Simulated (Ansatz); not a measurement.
Conduction electrons in TiRh (P4/mmm)

```xyz
2
Lattice="2.9209 0.0000 0.0000 0.0000 2.9209 0.0000 0.0000 0.0000 3.3855" Properties=species:S:1:pos:R:3 pbc="T T T"
Ti    1.4605    1.4605    1.6927
Rh    0.0000    0.0000    0.0000
```

Conventional cell: a = 2.921 Å, b = 2.921 Å, c = 3.385 Å, α = 90.00°, β = 90.00°, γ = 90.00°. Around Ti (atom 1) lie 8 Rh at 2.67 Å and 4 Ti at 2.92 Å. Around Rh (atom 2) lie 8 Ti at 2.67 Å and 4 Rh at 2.92 Å.

Unless marked otherwise, the numbers come from PBEsol, all-electron LAPW in Ansatz 0.2.0, scalar-relativistic. k mesh 12×12×10, fine mesh 20×20×16, Fermi-Dirac smearing of 0.100 eV, basis error target 1 meV/atom. The cell was relaxed by PAW under this functional.

Levels and slopes are solved on a 20×20×16 mesh, and each state is taken as quadratic over its cell.

Problem. What is the density of states at the Fermi level, and which bare Sommerfeld coefficient follows?

Solution. N(E_F) = 1.34 states/eV/atom (both spins), so γ = (π²/3) k_B² N(E_F) = 3.15 mJ/(mol-atom K²) without electron-phonon or spin-fluctuation enhancement.

Problem. What Drude plasma energy and σ/τ do the band velocities give?

Solution. (ħω_p,α)² = (e²/ε₀VN_k) Σ_nkσ (∂E/∂k_α)² δ(E − E_F) gives ħω_p = (5.69, 5.69, 6.84) eV along x, y, z, and σ/τ = ε₀ω_p² = 6.61×10²⁰ Ω⁻¹m⁻¹s⁻¹ along x. Weighted by the density of states, the mean Fermi speed is 0.35×10⁶ m/s; the surface has an area of 26.4 Å⁻² for each spin direction.

Problem. Which bands cross the Fermi level, and what do they carry?

Solution. 

```csv
band,filled part,N (states/eV/cell),speed (10⁶ m/s),5th to 95th percentile,area (Å⁻²),filling
1,0.97,0.093,0.829,0.58 to 1.03,2.18,nearly full
2,0.44,1.89,0.318,0.09 to 0.58,17,partly filled
3,0.09,0.691,0.373,0.19 to 0.66,7.28,nearly empty
```

Problem. Map the plane k₃ = 0 of the mesh: how many bands lie under the Fermi level at each point, counted from the least on the plane?

Solution. k₁ runs to the right and k₂ upwards, each from −½ to ½ with 0 in the middle (the axes needn't be at right angles):
```
00011112233322111100
00111111223221111110
01111111222221111111
11111111122211111111
11111111111111111111
11111111111111111111
22111111111111111112
22221111111111111222
33222111111111112223
33322111111111112233
33222111111111112223
22221111111111111222
22111111111111111112
11111111111111111111
11111111111111111111
11111111122211111111
01111111222221111111
00111111223221111110
00011112233322111100
00001112233322111000
```

Problem. On PAW files the program sums the optical response inside the mesh cells, interband lines and its own Drude term. Where does ε₁ rise through zero (a sharp plasmon if ε₂ is small there), and how much light is reflected?

Solution. 

```json
{
 "Fine mesh": "20, 20, 16",
 "Window top": "30 eV",
 "Line width": "0.15 eV",
 "Drude damping": "0.2 eV",
 "ε₁ rises through zero at x": "0.89, 2.03, 10.37, 10.8, 21.58 eV",
 "ε₂ there x": "40.03, 26.66, 1.73, 1.69, 0.94",
 "ε₁ rises through zero at z": "1.53, 11.51, 18.7, 22.4 eV",
 "ε₂ there z": "16.66, 1.49, 1.29, 0.96",
 "Plasma energy (x, y, z)": "5.632, 5.632, 6.79 eV",
 "Reflectivity at 1 eV, x-polarised": "0.6206",
 "Reflectivity at 2 eV, x-polarised": "0.5857",
 "Reflectivity at 3 eV, x-polarised": "0.5529"
}
```

The plasma energy here is the program's own sum at the run's smearing; it differs from the value above by up to 1 %, through mesh and smearing.

Problem. What does PAW give for the same cell?

Solution. N(E_F) = 1.34 states/eV/atom and ħω_p,x = 5.68 eV.

Keep in mind: these sums move with the mesh, by several per cent and more for small sheets; frozen-core PAW files fitted under PBE, their cores solved anew for the functional of the run.
